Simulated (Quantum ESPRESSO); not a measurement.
# AsSiF3O3: one run as intended and one with a planted mistake

Simulated, not a measurement. The program is pw.x of Quantum ESPRESSO 7.5 (plane-wave density functional theory). The cell is made up: 8 atoms on a quartz lattice with one site empty, with randomly drawn elements, strain and displacements, not relaxed. PseudoDojo standard norm-conserving files (v0.5 for PBE, v0.4.1 for LDA and PBEsol) set the functional; there is no spin polarisation, spin-orbit coupling or dispersion term, and the masses in the input are unused placeholders.

Intended input:

```
&control calculation='scf', pseudo_dir='./dojo.nc.sr.pbe.v0_5.standard.upf', outdir='./o', disk_io='low', tprnfor=.true., tstress=.true. /
&system ibrav=0, nat=8, ntyp=4, nbnd=35, ecutwfc=84.00895049, nosym=.true., tot_charge=0,
 occupations='smearing', smearing='fd', degauss=0.0018374661
/
&electrons conv_thr=7.350e-09, electron_maxstep=60, /
ATOMIC_SPECIES
As 1.0 As.upf
F 1.0 F.upf
O 1.0 O.upf
Si 1.0 Si.upf
CELL_PARAMETERS angstrom
4.9976 0.0 0.0
-2.4988 4.3281 0.0
0.0 0.0 5.4855
ATOMIC_POSITIONS angstrom
As -1.1474 2.1468 1.765
Si 1.3041 2.3422 0.0229
F 1.4733 1.2165 4.3157
F 3.3198 0.6755 2.5297
O 2.7586 2.5738 0.7089
F 0.2537 1.8203 1.1252
O -1.1109 3.1438 3.0275
O 0.8613 3.7618 4.8598
K_POINTS automatic
5 5 4 1 1 1
```

The log is shortened where brackets say so; the opening notice, blank lines, dates and the lines on written files are dropped, and the path of the files is cut. It prints rydbergs, bohrs and kilobars, and counts compression as positive stress. Where no state is partly filled, the Fermi energy that it prints is only some level between the filled and the empty states on the mesh, and need not lie in the true gap.

Log of the intended run:

```
     Program PWSCF v.7.5
     Parallel version (MPI & OpenMP), running on       4 processor cores
     Number of MPI processes:                 4
     Threads/MPI process:                     1
     [start-up lines left out]
     bravais-lattice index     =            0
     lattice parameter (alat)  =       9.4441  a.u.
     unit-cell volume          =     800.7033 (a.u.)^3
     number of atoms/cell      =            8
     number of atomic types    =            4
     number of electrons       =        58.00
     number of Kohn-Sham states=           35
     kinetic-energy cutoff     =      84.0090  Ry
     charge density cutoff     =     336.0358  Ry
     scf convergence threshold =      7.3E-09
     mixing beta               =       0.7000
     number of iterations used =            8  plain     mixing
     Exchange-correlation= PBE
                           (   1   4   3   4   0   0   0)
     [axes and pseudopotential details left out]
   Cartesian axes
     site n.     atom                  positions (alat units)
         1        As     tau(   1) = (  -0.2295902   0.4295662   0.3531695  )
         2        Si     tau(   2) = (   0.2609453   0.4686650   0.0045822  )
         3        F      tau(   3) = (   0.2948015   0.2434168   0.8635545  )
         4        F      tau(   4) = (   0.6642789   0.1351649   0.5061830  )
         5        O      tau(   5) = (   0.5519850   0.5150072   0.1418481  )
         6        F      tau(   6) = (   0.0507644   0.3642348   0.2251481  )
         7        O      tau(   7) = (  -0.2222867   0.6290619   0.6057908  )
         8        O      tau(   8) = (   0.1723427   0.7527213   0.9724268  )
     number of k points=    50  Fermi-Dirac smearing, width (Ry)=  0.0018
                       cart. coord. in units 2pi/alat
        k(    1) = (   0.1000000   0.1732030   0.1138821), wk =   0.0400000
        k(    2) = (   0.1000000   0.1732030   0.3416462), wk =   0.0400000
     [further k points left out]
     Dense  grid:    83317 G-vectors     FFT dimensions: (  60,  60,  64)
     Estimated max dynamical RAM per process >     182.45 MB
     Estimated total dynamical RAM >     668.79 MB
     Initial potential from superposition of free atoms
     starting charge      57.9991, renormalised to      58.0000
     Starting wfcs are   37 randomized atomic wfcs
     total cpu time spent up to now is        4.0 secs
     per-process dynamical memory:   140.9 Mb
     Self-consistent Calculation
     iteration #  1     ecut=    84.01 Ry     beta= 0.70
     Davidson diagonalization with overlap
     ethr =  1.00E-02,  avg # of iterations =  3.0
     total cpu time spent up to now is       12.8 secs
     total energy              =    -466.28553239 Ry
     estimated scf accuracy    <       2.51718667 Ry
     iteration #  2     ecut=    84.01 Ry     beta= 0.70
     Davidson diagonalization with overlap
     ethr =  4.34E-03,  avg # of iterations =  3.0
     total cpu time spent up to now is       19.1 secs
     total energy              =    -465.44391613 Ry
     estimated scf accuracy    <       9.89891670 Ry
     [iterations 3 to 11 left out]
     iteration # 12     ecut=    84.01 Ry     beta= 0.70
     Davidson diagonalization with overlap
     ethr =  9.84E-11,  avg # of iterations =  3.8
     total cpu time spent up to now is       96.5 secs
     total energy              =    -467.50256663 Ry
     estimated scf accuracy    <       0.00000002 Ry
     iteration # 13     ecut=    84.01 Ry     beta= 0.70
     Davidson diagonalization with overlap
     ethr =  3.93E-11,  avg # of iterations =  2.0
     total cpu time spent up to now is      102.2 secs
     End of self-consistent calculation
     [lines on levels left out]
     the Fermi energy is     3.7604 ev
!    total energy              =    -467.50256664 Ry
     estimated scf accuracy    <          8.0E-10 Ry
     smearing contrib. (-TS)   =      -0.00000000 Ry
     internal energy E=F+TS    =    -467.50256664 Ry
     The total energy is F=E-TS. E is the sum of the following terms:
     one-electron contribution =    -338.37670067 Ry
     hartree contribution      =     194.54867000 Ry
     xc contribution           =    -109.24555148 Ry
     ewald contribution        =    -214.42898449 Ry
     convergence has been achieved in  13 iterations
     Forces acting on atoms (cartesian axes, Ry/au):
     atom    1 type  1   force =    -0.28492196    0.03633990    0.42221513
     atom    2 type  4   force =     0.08549775    0.17981094   -0.35321638
     atom    3 type  2   force =    -0.03049407    0.03323064    0.09079451
     atom    4 type  2   force =     0.02774833   -0.01024338   -0.05595642
     atom    5 type  3   force =    -0.10019160    0.01881782   -0.13462669
     atom    6 type  2   force =     0.25780062   -0.17113262   -0.06182065
     atom    7 type  3   force =     0.02790767    0.01708618   -0.01670376
     atom    8 type  3   force =     0.01665327   -0.10390949    0.10931425
     Total force =     0.769360     Total SCF correction =     0.000065
     Computing stress (Cartesian axis) and pressure
          total   stress  (Ry/bohr**3)                   (kbar)     P=      140.04
   0.00214363  -0.00021535  -0.00020434          315.34      -31.68      -30.06
  -0.00021535  -0.00003082  -0.00004856          -31.68       -4.53       -7.14
  -0.00020434  -0.00004856   0.00074316          -30.06       -7.14      109.32
     init_run     :      3.66s CPU      3.89s WALL (       1 calls)
     electrons    :     97.05s CPU     98.26s WALL (       1 calls)
     forces       :      1.00s CPU      1.05s WALL (       1 calls)
     stress       :      3.29s CPU      3.29s WALL (       1 calls)
     [timing details left out]
     PWSCF        :   1m45.11s CPU   1m46.68s WALL
     JOB DONE.
```

A second run has one planted mistake: the k-point mesh is too coarse. The input lines that differ, file-writing options aside:

```
- 5 5 4 1 1 1
+ 1 1 1 1 1 1
```

Its log:

```
     Program PWSCF v.7.5
     Parallel version (MPI & OpenMP), running on       4 processor cores
     Number of MPI processes:                 4
     Threads/MPI process:                     1
     [start-up lines left out]
     bravais-lattice index     =            0
     lattice parameter (alat)  =       9.4441  a.u.
     unit-cell volume          =     800.7033 (a.u.)^3
     number of atoms/cell      =            8
     number of atomic types    =            4
     number of electrons       =        58.00
     number of Kohn-Sham states=           35
     kinetic-energy cutoff     =      84.0090  Ry
     charge density cutoff     =     336.0358  Ry
     scf convergence threshold =      7.3E-09
     mixing beta               =       0.7000
     number of iterations used =            8  plain     mixing
     Exchange-correlation= PBE
                           (   1   4   3   4   0   0   0)
     [axes and pseudopotential details left out]
   Cartesian axes
     site n.     atom                  positions (alat units)
         1        As     tau(   1) = (  -0.2295902   0.4295662   0.3531695  )
         2        Si     tau(   2) = (   0.2609453   0.4686650   0.0045822  )
         3        F      tau(   3) = (   0.2948015   0.2434168   0.8635545  )
         4        F      tau(   4) = (   0.6642789   0.1351649   0.5061830  )
         5        O      tau(   5) = (   0.5519850   0.5150072   0.1418481  )
         6        F      tau(   6) = (   0.0507644   0.3642348   0.2251481  )
         7        O      tau(   7) = (  -0.2222867   0.6290619   0.6057908  )
         8        O      tau(   8) = (   0.1723427   0.7527213   0.9724268  )
     number of k points=     1  Fermi-Dirac smearing, width (Ry)=  0.0018
                       cart. coord. in units 2pi/alat
        k(    1) = (  -0.5000000  -0.8660151  -0.4555282), wk =   2.0000000
     Dense  grid:    83317 G-vectors     FFT dimensions: (  60,  60,  64)
     Estimated max dynamical RAM per process >     110.17 MB
     Estimated total dynamical RAM >     379.67 MB
     Initial potential from superposition of free atoms
     starting charge      57.9991, renormalised to      58.0000
     Starting wfcs are   37 randomized atomic wfcs
     total cpu time spent up to now is        2.8 secs
     per-process dynamical memory:    77.8 Mb
     Self-consistent Calculation
     iteration #  1     ecut=    84.01 Ry     beta= 0.70
     Davidson diagonalization with overlap
     ethr =  1.00E-02,  avg # of iterations =  3.0
     total cpu time spent up to now is        3.6 secs
     total energy              =    -466.27019772 Ry
     estimated scf accuracy    <       2.53933063 Ry
     iteration #  2     ecut=    84.01 Ry     beta= 0.70
     Davidson diagonalization with overlap
     ethr =  4.38E-03,  avg # of iterations =  3.0
     total cpu time spent up to now is        4.2 secs
     total energy              =    -465.21020045 Ry
     estimated scf accuracy    <      10.75813012 Ry
     [iterations 3 to 12 left out]
     iteration # 13     ecut=    84.01 Ry     beta= 0.70
     Davidson diagonalization with overlap
     ethr =  1.36E-10,  avg # of iterations =  3.0
     total cpu time spent up to now is       13.2 secs
     total energy              =    -467.48816126 Ry
     estimated scf accuracy    <       0.00000001 Ry
     iteration # 14     ecut=    84.01 Ry     beta= 0.70
     Davidson diagonalization with overlap
     ethr =  2.00E-11,  avg # of iterations =  2.0
     total cpu time spent up to now is       13.8 secs
     End of self-consistent calculation
     [lines on levels left out]
     the Fermi energy is     4.2528 ev
!    total energy              =    -467.48816126 Ry
     estimated scf accuracy    <          4.5E-10 Ry
     smearing contrib. (-TS)   =      -0.00000000 Ry
     internal energy E=F+TS    =    -467.48816126 Ry
     The total energy is F=E-TS. E is the sum of the following terms:
     one-electron contribution =    -338.25611405 Ry
     hartree contribution      =     194.45555251 Ry
     xc contribution           =    -109.25861523 Ry
     ewald contribution        =    -214.42898449 Ry
     convergence has been achieved in  14 iterations
     Forces acting on atoms (cartesian axes, Ry/au):
     atom    1 type  1   force =    -0.29834089    0.03609872    0.42666713
     atom    2 type  4   force =     0.08180079    0.19366443   -0.36447266
     atom    3 type  2   force =    -0.01993681    0.03315361    0.10348424
     atom    4 type  2   force =     0.05178910   -0.00491595   -0.07137836
     atom    5 type  3   force =    -0.06896228   -0.01066467   -0.11723208
     atom    6 type  2   force =     0.24875337   -0.15182789   -0.07051215
     atom    7 type  3   force =     0.00459835    0.01327723   -0.01645752
     atom    8 type  3   force =     0.00029837   -0.10878548    0.10990138
     Total force =     0.776077     Total SCF correction =     0.000030
     Computing stress (Cartesian axis) and pressure
          total   stress  (Ry/bohr**3)                   (kbar)     P=      138.74
   0.00210946  -0.00017362  -0.00025379          310.31      -25.54      -37.33
  -0.00017362  -0.00003506   0.00001112          -25.54       -5.16        1.64
  -0.00025379   0.00001112   0.00075500          -37.33        1.64      111.06
     init_run     :      2.56s CPU      2.65s WALL (       1 calls)
     electrons    :     10.85s CPU     11.11s WALL (       1 calls)
     forces       :      0.26s CPU      0.30s WALL (       1 calls)
     stress       :      0.51s CPU      0.51s WALL (       1 calls)
     [timing details left out]
     PWSCF        :     14.35s CPU     14.78s WALL
     JOB DONE.
```

```
                                            intended run  run with the mistake
                          free energy (eV)     -6360.696             -6360.500
                    smearing term -TS (eV)        0.0000                0.0000
                            pressure (GPa)         14.00                 13.87
            largest force component (eV/Å)        10.856                10.970
largest change of a force component (eV/Å)                               0.803
                                iterations            13                    14
```

For scale, a rerun of the intended cell at a cutoff of 1437 eV and k mesh 7 x 7 x 6 moved values by no more than 0.004 eV in energy, 0.02 GPa in stress and 0.003 eV/Å in force.